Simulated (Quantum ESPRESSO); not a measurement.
HfIn₃NO₅ (made-up cell), Hf₃AlO₇F (made-up cell), Hf₃NbNO₇ (made-up cell) (calculated)

Computed with Quantum ESPRESSO 7.5. Calculation on a made-up crystal cell, not a measurement, run twice, once with a planted mistake found by running each candidate: periodic Kohn-Sham density functional theory in plane waves with PseudoDojo standard norm-conserving scalar-relativistic pseudopotentials, each functional with its own files (v0.5 for PBE, v0.4.1 for LDA and PBEsol), no spin polarisation, no spin-orbit coupling, atoms not relaxed, stress positive in tension, energies less a fixed whole-eV offset for each atom's element; levels are Kohn-Sham levels at fractions of this cell's reciprocal vectors, counted from the reference band (half the neutral cell's valence electrons, rounded up) at Gamma; error bars cover cutoff and k-mesh only, not smearing or the files; each bar is the largest change over components, and at least 0.002 eV, 0.002 eV per angstrom or 0.02 GPa; a charged cell sits in a uniform background, with energy and stress on this program's zero of potential; no dispersion term; energies are for the whole cell, and the offsets were chosen from early runs and are not element reference energies; a distance is the largest change of any value in units of its error bar (the energy's for the smearing term), a scale change is of lengths, and a coarse mesh keeps the half-step shift.

Common to all entries: intended functional pbe; intended cutoff 1143 eV; intended fermi dirac smearing 0.025 eV; intended scf tolerance 1e-07 eV; intended electrons removed 0; healthy smearing term minus ts 0 eV; candidate k points along each vector 2; structure shown as intended, without the mistake.

Notes on all entries: the hafnium pseudopotential is less sure than the others, with forces about 3 percent (worst 6) and pressure in oxides about 1.5 GPa (worst 2.7) from a second method in checks, which the error bars do not cover.

(1) HfIn₃NO₅ (made-up cell)

Intended structure:
```
HfIn3NO5
1.0
      2.7928     1.6323     4.9322
     -2.8559     1.6045     4.9772
     -0.0557    -3.3337     4.9864
Hf In O N O
1 3 3 1 2
Direct
  0.34308 0.35142 0.35224
  0.15328 0.13303 0.15396
  0.65684 0.64199 0.64560
  0.86783 0.85275 0.85308
  0.55462 0.94885 0.24304
  0.23907 0.54746 0.94578
  0.94462 0.23982 0.56225
  0.43388 0.05853 0.75758
  0.75714 0.44911 0.05255
  0.03500 0.74216 0.45641
```

```
lattice type                        : corundum
healthy free energy less offsets    : 5.239 eV
healthy scf iterations              : 15
healthy pressure                    : -7.28 GPa
healthy stress xx                   : 9.29 GPa
healthy stress yy                   : 9.69 GPa
healthy stress zz                   : 2.85 GPa
healthy stress yz                   : -1.87 GPa
healthy stress xz                   : -0.96 GPa
healthy stress xy                   : 0.19 GPa
faulty free energy less offsets     : 5.117 eV
faulty scf iterations               : 15
faulty smearing term minus ts       : 0 eV
faulty pressure                     : -3.61 GPa
faulty stress xx                    : 5.44 GPa
faulty stress yy                    : 6.12 GPa
faulty stress zz                    : -0.75 GPa
faulty stress yz                    : -2.01 GPa
faulty stress xz                    : -1.08 GPa
faulty stress xy                    : 0.2 GPa
candidate cutoff                    : 627 eV
candidate smearing                  : 0.77 eV
candidate functional                : lda
candidate scf tolerance             : 0.1 eV
candidate electrons removed         : -1
candidate scale change              : -0.86 percent
candidate first exchanged site      : 8
candidate second exchanged site     : 9
intended k mesh                     : 5 x 5 x 5, shifted by half a step
fault kind                          : cell scaled
other mistakes compared             : 7
distance from healthy               : 170.5 error bars
distance from nearest other mistake : 166.2 error bars
healthy error bar energy            : 0.00258 eV
healthy error bar stress            : 0.02257 GPa
healthy error bar force             : 0.002 eV/Å
```

Atoms:
```csv
atoms element,atom site,atom energy offset (eV)
Hf,1,-1535
In,2,-1808
In,3,-1808
In,4,-1808
O,5,-452
O,6,-452
O,7,-452
N,8,-283
O,9,-452
O,10,-452
```

Healthy forces:
```csv
site,x (eV/Å),y (eV/Å),z (eV/Å)
1,1.095,-0.856,1.875
2,-0.011,0.701,-1.866
3,-1.442,-0.782,-0.17
4,-1.326,-0.718,-1.149
5,-0.85,-0.386,1.081
6,1.121,-0.734,1.521
7,0.223,1.841,0.957
8,-0.027,1.806,-1.015
9,-0.749,-1.721,-1.076
10,1.966,0.85,-0.159
```

Faulty forces:
```csv
site,x (eV/Å),y (eV/Å),z (eV/Å)
1,1.156,-0.833,2.033
2,-0.021,0.666,-1.985
3,-1.54,-0.873,-0.29
4,-1.421,-0.754,-1.182
5,-0.79,-0.402,1.112
6,1.223,-0.687,1.586
7,0.182,1.89,0.949
8,-0.014,1.844,-1.043
9,-0.765,-1.777,-1.097
10,1.989,0.926,-0.082
```

Candidate mistake: coarse kmesh, low cutoff, wide smearing, wrong functional, loose scf, wrong charge, cell scaled, atoms exchanged

(2) Hf₃AlO₇F (made-up cell)

Intended structure:
```
Hf3AlO7F
1.0
      5.0819    -0.0115    -0.0157
     -0.0115     5.0623    -0.0060
     -0.0157    -0.0060     5.1430
Hf Al O F O
3 1 2 1 5
Direct
  -0.00613 0.02499 -0.00273
  0.01552 0.50261 0.49603
  0.49682 -0.01219 0.50032
  0.50838 0.49302 -0.00374
  0.23912 0.24093 0.23175
  0.24401 0.27649 0.74896
  0.27675 0.77761 0.25283
  0.27876 0.76729 0.73958
  0.74718 0.24881 0.23911
  0.77656 0.24188 0.75227
  0.75103 0.75309 0.25478
  0.73134 0.76882 0.74764
```

```
lattice type                        : fluorite
healthy free energy less offsets    : 2.113 eV
healthy scf iterations              : 14
healthy pressure                    : -2.6 GPa
healthy stress xx                   : 0.39 GPa
healthy stress yy                   : 0.52 GPa
healthy stress zz                   : 6.87 GPa
healthy stress yz                   : 0.29 GPa
healthy stress xz                   : -2.51 GPa
healthy stress xy                   : -0.69 GPa
healthy reference band              : 44
faulty free energy less offsets     : 1.876 eV
faulty scf iterations               : 15
faulty smearing term minus ts       : 0 eV
faulty pressure                     : -2.91 GPa
faulty stress xx                    : 0.82 GPa
faulty stress yy                    : 0.75 GPa
faulty stress zz                    : 7.16 GPa
faulty stress yz                    : 0.42 GPa
faulty stress xz                    : -2.65 GPa
faulty stress xy                    : -0.7 GPa
faulty reference band               : 44
candidate cutoff                    : 634 eV
candidate smearing                  : 0.38 eV
candidate functional                : pbesol
candidate scf tolerance             : 0.3 eV
candidate electrons removed         : -1
candidate scale change              : 1.56 percent
candidate first exchanged site      : 7
candidate second exchanged site     : 8
intended k mesh                     : 4 x 4 x 4, shifted by half a step
fault kind                          : coarse kmesh
other mistakes compared             : 7
distance from healthy               : 118.1 error bars
distance from nearest other mistake : 102.7 error bars
healthy error bar energy            : 0.002 eV
healthy error bar stress            : 0.03572 GPa
healthy error bar force             : 0.002 eV/Å
healthy error bar next band up      : 0.002 eV
```

Atoms:
```csv
atoms element,atom site,atom energy offset (eV)
Hf,1,-1535
Hf,2,-1535
Hf,3,-1535
Al,4,-64
O,5,-452
O,6,-452
F,7,-677
O,8,-452
O,9,-452
O,10,-452
O,11,-452
O,12,-452
```

Healthy forces:
```csv
site,x (eV/Å),y (eV/Å),z (eV/Å)
1,-1.807,0.109,-1.637
2,-2.407,-1.413,1.566
3,3.514,2.888,1.929
4,1.529,-0.851,-1.333
5,0.979,2.218,1.123
6,1.972,0.087,0.054
7,-1.545,-2.414,-1.536
8,-2.678,-0.899,0.835
9,-0.719,1.185,0.12
10,-1.311,1.725,-1.28
11,0.651,-0.587,-0.577
12,1.821,-2.049,0.735
```

Healthy levels:
```csv
level k point,next band up (eV)
Gamma,1.689
"(1/2,1/2,1/2)",3.923
"(0.15,0,0)",1.922
"(0,0.15,0)",1.904
"(0,0,0.15)",1.938
```

Faulty forces:
```csv
site,x (eV/Å),y (eV/Å),z (eV/Å)
1,-1.762,0.046,-1.629
2,-2.414,-1.379,1.555
3,3.508,2.955,1.901
4,1.518,-0.852,-1.325
5,1.014,2.251,1.139
6,1.962,-0.014,0.027
7,-1.58,-2.419,-1.533
8,-2.698,-0.908,0.878
9,-0.674,1.138,0.172
10,-1.401,1.772,-1.283
11,0.631,-0.562,-0.602
12,1.896,-2.027,0.7
```

Faulty levels:
```csv
level k point,next band up (eV)
Gamma,1.723
"(1/2,1/2,1/2)",3.962
"(0.15,0,0)",1.956
"(0,0.15,0)",1.938
"(0,0,0.15)",1.972
```

Candidate mistake: coarse kmesh, low cutoff, wide smearing, wrong functional, loose scf, wrong charge, cell scaled, atoms exchanged

(3) Hf₃AlO₇F (made-up cell)

Structure as in entry 2.

```
lattice type                        : fluorite
healthy free energy less offsets    : 2.113 eV
healthy scf iterations              : 14
healthy pressure                    : -2.6 GPa
healthy stress xx                   : 0.39 GPa
healthy stress yy                   : 0.52 GPa
healthy stress zz                   : 6.87 GPa
healthy stress yz                   : 0.29 GPa
healthy stress xz                   : -2.51 GPa
healthy stress xy                   : -0.69 GPa
healthy reference band              : 44
faulty free energy less offsets     : 2.082 eV
faulty scf iterations               : 13
faulty smearing term minus ts       : -0.162 eV
faulty pressure                     : -2.43 GPa
faulty stress xx                    : 0.25 GPa
faulty stress yy                    : 0.43 GPa
faulty stress zz                    : 6.59 GPa
faulty stress yz                    : 0.33 GPa
faulty stress xz                    : -2.53 GPa
faulty stress xy                    : -0.71 GPa
faulty reference band               : 44
candidate cutoff                    : 634 eV
candidate smearing                  : 0.38 eV
candidate functional                : pbesol
candidate scf tolerance             : 0.3 eV
candidate electrons removed         : -1
candidate scale change              : 1.56 percent
candidate first exchanged site      : 7
candidate second exchanged site     : 8
intended k mesh                     : 4 x 4 x 4, shifted by half a step
fault kind                          : wide smearing
other mistakes compared             : 7
distance from healthy               : 81.14 error bars
distance from nearest other mistake : 102.7 error bars
healthy error bar energy            : 0.002 eV
healthy error bar stress            : 0.03572 GPa
healthy error bar force             : 0.002 eV/Å
healthy error bar next band up      : 0.002 eV
```

Atoms:
```csv
atoms element,atom site,atom energy offset (eV)
Hf,1,-1535
Hf,2,-1535
Hf,3,-1535
Al,4,-64
O,5,-452
O,6,-452
F,7,-677
O,8,-452
O,9,-452
O,10,-452
O,11,-452
O,12,-452
```

Healthy forces:
```csv
site,x (eV/Å),y (eV/Å),z (eV/Å)
1,-1.807,0.109,-1.637
2,-2.407,-1.413,1.566
3,3.514,2.888,1.929
4,1.529,-0.851,-1.333
5,0.979,2.218,1.123
6,1.972,0.087,0.054
7,-1.545,-2.414,-1.536
8,-2.678,-0.899,0.835
9,-0.719,1.185,0.12
10,-1.311,1.725,-1.28
11,0.651,-0.587,-0.577
12,1.821,-2.049,0.735
```

Healthy levels:
```csv
level k point,next band up (eV)
Gamma,1.689
"(1/2,1/2,1/2)",3.923
"(0.15,0,0)",1.922
"(0,0.15,0)",1.904
"(0,0,0.15)",1.938
```

Faulty forces:
```csv
site,x (eV/Å),y (eV/Å),z (eV/Å)
1,-1.76,0.102,-1.598
2,-2.366,-1.404,1.528
3,3.467,2.901,1.888
4,1.501,-0.853,-1.309
5,0.983,2.216,1.114
6,1.963,0.074,0.051
7,-1.542,-2.414,-1.536
8,-2.66,-0.905,0.854
9,-0.71,1.173,0.123
10,-1.335,1.733,-1.259
11,0.642,-0.587,-0.584
12,1.817,-2.035,0.727
```

Faulty levels:
```csv
level k point,next band up (eV)
Gamma,1.712
"(1/2,1/2,1/2)",3.945
"(0.15,0,0)",1.944
"(0,0.15,0)",1.926
"(0,0,0.15)",1.96
```

Candidate mistake: coarse kmesh, low cutoff, wide smearing, wrong functional, loose scf, wrong charge, cell scaled, atoms exchanged

(4) Hf₃AlO₇F (made-up cell)

Structure as in entry 2.

```
lattice type                        : fluorite
healthy free energy less offsets    : 2.113 eV
healthy scf iterations              : 14
healthy pressure                    : -2.6 GPa
healthy stress xx                   : 0.39 GPa
healthy stress yy                   : 0.52 GPa
healthy stress zz                   : 6.87 GPa
healthy stress yz                   : 0.29 GPa
healthy stress xz                   : -2.51 GPa
healthy stress xy                   : -0.69 GPa
healthy reference band              : 44
faulty free energy less offsets     : 15.838 eV
faulty scf iterations               : 14
faulty smearing term minus ts       : 0 eV
faulty pressure                     : 19.74 GPa
faulty stress xx                    : -21.85 GPa
faulty stress yy                    : -20.91 GPa
faulty stress zz                    : -16.47 GPa
faulty stress yz                    : 0.91 GPa
faulty stress xz                    : -3.26 GPa
faulty stress xy                    : -1.16 GPa
faulty reference band               : 44
candidate cutoff                    : 634 eV
candidate smearing                  : 0.38 eV
candidate functional                : pbesol
candidate scf tolerance             : 0.3 eV
candidate electrons removed         : -1
candidate scale change              : 1.56 percent
candidate first exchanged site      : 7
candidate second exchanged site     : 8
intended k mesh                     : 4 x 4 x 4, shifted by half a step
fault kind                          : wrong charge
other mistakes compared             : 7
distance from healthy               : 6863 error bars
distance from nearest other mistake : 861 error bars
healthy error bar energy            : 0.002 eV
healthy error bar stress            : 0.03572 GPa
healthy error bar force             : 0.002 eV/Å
healthy error bar next band up      : 0.002 eV
```

Atoms:
```csv
atoms element,atom site,atom energy offset (eV)
Hf,1,-1535
Hf,2,-1535
Hf,3,-1535
Al,4,-64
O,5,-452
O,6,-452
F,7,-677
O,8,-452
O,9,-452
O,10,-452
O,11,-452
O,12,-452
```

Healthy forces:
```csv
site,x (eV/Å),y (eV/Å),z (eV/Å)
1,-1.807,0.109,-1.637
2,-2.407,-1.413,1.566
3,3.514,2.888,1.929
4,1.529,-0.851,-1.333
5,0.979,2.218,1.123
6,1.972,0.087,0.054
7,-1.545,-2.414,-1.536
8,-2.678,-0.899,0.835
9,-0.719,1.185,0.12
10,-1.311,1.725,-1.28
11,0.651,-0.587,-0.577
12,1.821,-2.049,0.735
```

Healthy levels:
```csv
level k point,next band up (eV)
Gamma,1.689
"(1/2,1/2,1/2)",3.923
"(0.15,0,0)",1.922
"(0,0.15,0)",1.904
"(0,0,0.15)",1.938
```

Faulty forces:
```csv
site,x (eV/Å),y (eV/Å),z (eV/Å)
1,-1.591,-0.101,-1.541
2,-2.21,-1.107,1.42
3,3.236,2.825,1.816
4,1.455,-0.769,-1.298
5,1.099,2.236,0.953
6,1.887,-0.104,-0.014
7,-1.493,-2.449,-1.625
8,-2.63,-0.997,1.073
9,-0.583,1.006,0.199
10,-1.673,1.96,-0.923
11,0.579,-0.583,-0.711
12,1.923,-1.917,0.652
```

Faulty levels:
```csv
level k point,next band up (eV)
Gamma,1.797
"(1/2,1/2,1/2)",3.933
"(0.15,0,0)",2.028
"(0,0.15,0)",2.015
"(0,0,0.15)",2.039
```

Candidate mistake: coarse kmesh, low cutoff, wide smearing, wrong functional, loose scf, wrong charge, cell scaled, atoms exchanged

(5) Hf₃NbNO₇ (made-up cell)

Intended structure:
```
Hf3NbNO7
1.0
      4.8019    -0.0559    -0.0504
     -0.0559     4.8056     0.0066
     -0.0666     0.0087     6.1907
Hf Nb N O
3 1 1 7
Direct
  -0.01681 -0.02438 0.00204
  0.51440 0.48548 0.28194
  -0.01096 -0.00309 0.50086
  0.49076 0.48098 0.75052
  0.29599 0.29549 0.00629
  0.68074 0.71157 -0.01846
  0.81117 0.17426 0.25519
  0.20798 0.82991 0.25409
  0.32178 0.28828 0.51130
  0.67761 0.71978 0.50602
  0.78596 0.19551 0.75908
  0.19306 0.78881 0.75611
```

```
lattice type                        : rutile, doubled along c
healthy free energy less offsets    : -5.597 eV
healthy scf iterations              : 17
healthy pressure                    : 17.85 GPa
healthy stress xx                   : -15.32 GPa
healthy stress yy                   : -14.68 GPa
healthy stress zz                   : -23.55 GPa
healthy stress yz                   : -1.72 GPa
healthy stress xz                   : -6.27 GPa
healthy stress xy                   : -9.33 GPa
healthy reference band              : 48
faulty free energy less offsets     : -4.842 eV
faulty scf iterations               : 17
faulty smearing term minus ts       : 0 eV
faulty pressure                     : 11.28 GPa
faulty stress xx                    : -8.75 GPa
faulty stress yy                    : -8.12 GPa
faulty stress zz                    : -16.96 GPa
faulty stress yz                    : -1.71 GPa
faulty stress xz                    : -6.26 GPa
faulty stress xy                    : -9.3 GPa
faulty reference band               : 48
candidate cutoff                    : 837 eV
candidate smearing                  : 0.82 eV
candidate functional                : lda
candidate scf tolerance             : 0.5 eV
candidate electrons removed         : 1
candidate scale change              : -0.78 percent
candidate first exchanged site      : 5
candidate second exchanged site     : 9
intended k mesh                     : 5 x 5 x 4, shifted by half a step
fault kind                          : low cutoff
other mistakes compared             : 7
distance from healthy               : 203.3 error bars
distance from nearest other mistake : 207.6 error bars
healthy error bar energy            : 0.004032 eV
healthy error bar stress            : 0.03238 GPa
healthy error bar force             : 0.002 eV/Å
healthy error bar next band up      : 0.002 eV
```

Atoms:
```csv
atoms element,atom site,atom energy offset (eV)
Hf,1,-1535
Hf,2,-1535
Hf,3,-1535
Nb,4,-1693
N,5,-283
O,6,-452
O,7,-452
O,8,-452
O,9,-452
O,10,-452
O,11,-452
O,12,-452
```

Healthy forces:
```csv
site,x (eV/Å),y (eV/Å),z (eV/Å)
1,2.827,1.347,-0.259
2,-1.294,-0.286,-7.07
3,1.711,-0.63,1.291
4,-1.944,-0.79,8.059
5,1.872,2.223,-2.091
6,-1.357,-2.092,0.709
7,-1.784,2.323,0.054
8,0.375,-1.942,1.332
9,-1.072,-0.316,-0.458
10,0.278,-0.278,1.104
11,0.338,0.726,-1.461
12,0.049,-0.284,-1.21
```

Healthy levels:
```csv
level k point,next band up (eV)
Gamma,1.797
"(1/2,1/2,1/2)",2.076
"(0.15,0,0)",1.904
"(0,0.15,0)",1.9
"(0,0,0.15)",1.856
```

Faulty forces:
```csv
site,x (eV/Å),y (eV/Å),z (eV/Å)
1,2.827,1.347,-0.258
2,-1.293,-0.287,-7.067
3,1.711,-0.633,1.288
4,-1.948,-0.804,8.05
5,1.868,2.219,-2.094
6,-1.354,-2.084,0.715
7,-1.782,2.318,0.05
8,0.374,-1.936,1.332
9,-1.068,-0.316,-0.455
10,0.281,-0.268,1.103
11,0.344,0.722,-1.456
12,0.039,-0.278,-1.207
```

Faulty levels:
```csv
level k point,next band up (eV)
Gamma,1.797
"(1/2,1/2,1/2)",2.076
"(0.15,0,0)",1.905
"(0,0.15,0)",1.9
"(0,0,0.15)",1.856
```

Candidate mistake: coarse kmesh, low cutoff, wide smearing, wrong functional, loose scf, wrong charge, cell scaled, atoms exchanged

(6) Hf₃NbNO₇ (made-up cell)

Structure as in entry 5.

```
lattice type                        : rutile, doubled along c
healthy free energy less offsets    : -5.597 eV
healthy scf iterations              : 17
healthy pressure                    : 17.85 GPa
healthy stress xx                   : -15.32 GPa
healthy stress yy                   : -14.68 GPa
healthy stress zz                   : -23.55 GPa
healthy stress yz                   : -1.72 GPa
healthy stress xz                   : -6.27 GPa
healthy stress xy                   : -9.33 GPa
healthy reference band              : 48
faulty free energy less offsets     : -6.451 eV
faulty scf iterations               : 16
faulty smearing term minus ts       : 0 eV
faulty pressure                     : 3.24 GPa
faulty stress xx                    : -1.62 GPa
faulty stress yy                    : -1.07 GPa
faulty stress zz                    : -7.02 GPa
faulty stress yz                    : -1.53 GPa
faulty stress xz                    : -6.01 GPa
faulty stress xy                    : -9.09 GPa
faulty reference band               : 48
candidate cutoff                    : 837 eV
candidate smearing                  : 0.82 eV
candidate functional                : lda
candidate scf tolerance             : 0.5 eV
candidate electrons removed         : 1
candidate scale change              : -0.78 percent
candidate first exchanged site      : 5
candidate second exchanged site     : 9
intended k mesh                     : 5 x 5 x 4, shifted by half a step
fault kind                          : wrong functional
other mistakes compared             : 7
distance from healthy               : 510.4 error bars
distance from nearest other mistake : 399.1 error bars
healthy error bar energy            : 0.004032 eV
healthy error bar stress            : 0.03238 GPa
healthy error bar force             : 0.002 eV/Å
healthy error bar next band up      : 0.002 eV
```

Atoms:
```csv
atoms element,atom site,atom energy offset (eV)
Hf,1,-1535
Hf,2,-1535
Hf,3,-1535
Nb,4,-1693
N,5,-283
O,6,-452
O,7,-452
O,8,-452
O,9,-452
O,10,-452
O,11,-452
O,12,-452
```

Healthy forces:
```csv
site,x (eV/Å),y (eV/Å),z (eV/Å)
1,2.827,1.347,-0.259
2,-1.294,-0.286,-7.07
3,1.711,-0.63,1.291
4,-1.944,-0.79,8.059
5,1.872,2.223,-2.091
6,-1.357,-2.092,0.709
7,-1.784,2.323,0.054
8,0.375,-1.942,1.332
9,-1.072,-0.316,-0.458
10,0.278,-0.278,1.104
11,0.338,0.726,-1.461
12,0.049,-0.284,-1.21
```

Healthy levels:
```csv
level k point,next band up (eV)
Gamma,1.797
"(1/2,1/2,1/2)",2.076
"(0.15,0,0)",1.904
"(0,0.15,0)",1.9
"(0,0,0.15)",1.856
```

Faulty forces:
```csv
site,x (eV/Å),y (eV/Å),z (eV/Å)
1,2.667,1.275,-0.188
2,-1.28,-0.316,-6.611
3,1.596,-0.657,1.093
4,-1.852,-0.734,7.819
5,1.867,2.165,-1.985
6,-1.155,-1.96,0.703
7,-1.589,2.064,0.161
8,0.062,-1.721,1.304
9,-0.932,-0.159,-0.615
10,0.296,-0.381,0.885
11,0.51,0.466,-1.408
12,-0.189,-0.041,-1.156
```

Faulty levels:
```csv
level k point,next band up (eV)
Gamma,1.729
"(1/2,1/2,1/2)",2.033
"(0.15,0,0)",1.841
"(0,0.15,0)",1.836
"(0,0,0.15)",1.791
```

Candidate mistake: coarse kmesh, low cutoff, wide smearing, wrong functional, loose scf, wrong charge, cell scaled, atoms exchanged
